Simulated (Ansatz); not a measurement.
GePd$_{2}$ in space group P-62m (No. 189; Ge on 2c, Ge on 1b, Pd on 3g, Pd on 3f) under volume change, plane-wave PAW r²SCAN (Ansatz code), shape and atoms relaxed at each volume.

| V (Å³/atom) | E − E(relaxed) (meV/atom) | P (GPa) |
|---|---|---|
| 13.676 | 75.6 | 19.49 |
| 14.127 | 31.5 | 11.97 |
| 14.578 | 7.4 | 5.42 |
| 15.029 | 0.0 | 0.00 |
| 15.479 | 6.2 | -4.39 |
| 15.930 | 24.0 | -8.16 |
| 16.381 | 51.4 | -11.25 |

Q: What does a third-order Birch–Murnaghan fit give for V₀, B₀ and B′?

A: V₀ = 15.04 Å³/atom, B₀ = 163 GPa, B′ = 5.0.

The first step of the workflow began from a Materials Project structure, measured or hypothetical; the Crystallography Open Database copy checked does not list it. Its standing as an ambient phase is unchecked. Symmetry was held in the r²SCAN relaxation; whether a distortion lowers the energy is not shown. The run is not spin-polarised.

Potentials: the later of the program's two PAW sets.
